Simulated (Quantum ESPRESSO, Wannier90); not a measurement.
## TaS2 (R-3m): Wannier90 run

```yaml
crystal:
  lattice:
    - [-1.69172, 2.93014, 0.00000]
    - [-3.38344, 0.00000, 0.00000]
    - [-1.69172, 0.97671, 6.35141]
  atoms:
    - { symbol: Ta, position: [0.00000, 0.00000, 0.00000] }
    - { symbol: S, position: [0.25387, 0.25387, 0.23838] }
    - { symbol: S, position: [0.74613, 0.74613, 0.76162] }
```

Materials Project entry mp-555037; symmetrised, unrelaxed at this level. COD (Crystallography Open Database) has the formula in 4 space groups, this one among them (matched by group alone). Level: PBEsol, no spin polarisation, no spin-orbit coupling; pw.x of Quantum ESPRESSO at 47 Ry with PseudoDojo potentials, 10×10×10 k-points, Wannier90. Density: 10×10×10 mesh, cold smearing 0.01 Ry. The cell is built of weakly bound layers, chains or molecules, whose nearest atoms lie 3.85 Å apart. Database cells relaxed without dispersion often hold them too far apart, which can enlarge gaps and weakens couplings between them; spacing and stacking were not compared with the measured crystal. Spin-orbit coupling is left out although heavy elements are present.

Energies are relative to the Fermi level.

**Bands.** No gap over 0.05 eV opens at the Fermi level at this level of theory. 3 filled groups are cut off by gaps; the highest, bands 5–6, spans -14.69 to -12.46 eV and is S 3s 78 %, Ta 5d 11 %, Ta 6s 8 %.

**Model.** 11 functions (Ta d, S p) from bands 7-27, frozen to 1.50 eV, reach Ω_I = 18.41 Å² and follow pw.x to 1.3 meV rms (states up to 1.0 eV relative to the Fermi level).

**Frozen window.** Edge, Ω_I and misfit go 0.5 eV, 17.88 Å², 19 meV; 1.5 eV, 18.41 Å², 1.3 meV; 2.5 eV, 18.90 Å², 0.7 meV; 3.5 eV, 20.33 Å², 0.9 meV. Ω_I never falls as the edge rises, since each frozen state takes freedom from the choice of the smoothest subspace. The edges under the compared range leave its upper states unfrozen, and their misfit is the largest.

**Outer window.** The setting "only the lowest 16 of the kept bands" raises Ω_I to 19.96 Å², as fewer states are left to mix in, and the misfit goes to 1.0 meV.

**Stops.** With the frozen window to 5.48 eV the program stops (More states in the frozen window than target WFs).
